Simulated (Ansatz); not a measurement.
Relaxed-ion elastic tensor of RuS$_{2}$ in space group Pa-3 (No. 205; Ru on 4a, S on 8c) in GPa (Voigt order), LDA (plane waves, PAW; program Ansatz); density 6.42 g/cm³, 14.24 Å³ per atom.

```
 470  77.7  77.7   0.0   0.0   0.0
77.7   470  77.7   0.0   0.0   0.0
77.7  77.7   470   0.0   0.0   0.0
 0.0   0.0   0.0   109   0.0   0.0
 0.0   0.0   0.0   0.0   109   0.0
 0.0   0.0   0.0   0.0   0.0   109
```

**Question.** Is the crystal mechanically stable?

**Answer.** Yes: the smallest eigenvalue of C is 109 GPa.

**Question.** Work out the Voigt, Reuss and Hill averages.

**Answer.** K_V = 208, K_R = 208, K_H = 208; G_V = 144, G_R = 133, G_H = 138 GPa.

**Question.** Give Young's modulus, Poisson's ratio, Pugh's ratio and the universal anisotropy index.

**Answer.** E = 9KG/(3K + G) = 340 GPa; ν = 0.23; K/G = 1.51 (brittle by the Pugh limit of 1.75); A_U = 5G_V/G_R + K_V/K_R − 6 = 0.42.

**Question.** Estimate the sound speeds and the Debye temperature.

**Answer.** v_l = √((K + 4G/3)/ρ) = 7820 m/s, v_t = √(G/ρ) = 4640 m/s, mean 5140 m/s; Θ = (h/k)(3n/4πV)^(1/3) v_m = 631 K.

**Question.** Give the Zener ratio and Young's modulus along [100], [110] and [111].

**Answer.** A = 2C44/(C11 − C12) = 0.56; 1/E = S11 − 2(S11 − S12 − S44/2)Γ with Γ = 0, 1/4, 1/3 gives 448, 308, 279 GPa.

**Question.** Solve the Christoffel equation for the three sound speeds along [100], [110], [111].

**Answer.** Eigenvalues of C_ijkl n_j n_l equal ρv². In km/s, slowest first: [100] 4.12, 4.12, 8.56; [110] 4.12, 5.53, 7.72; [111] 5.10, 5.10, 7.43.

The cell was relaxed with LDA under the symmetry of its start. The run is not spin-polarised.

Potentials: the later of the program's two PAW sets.
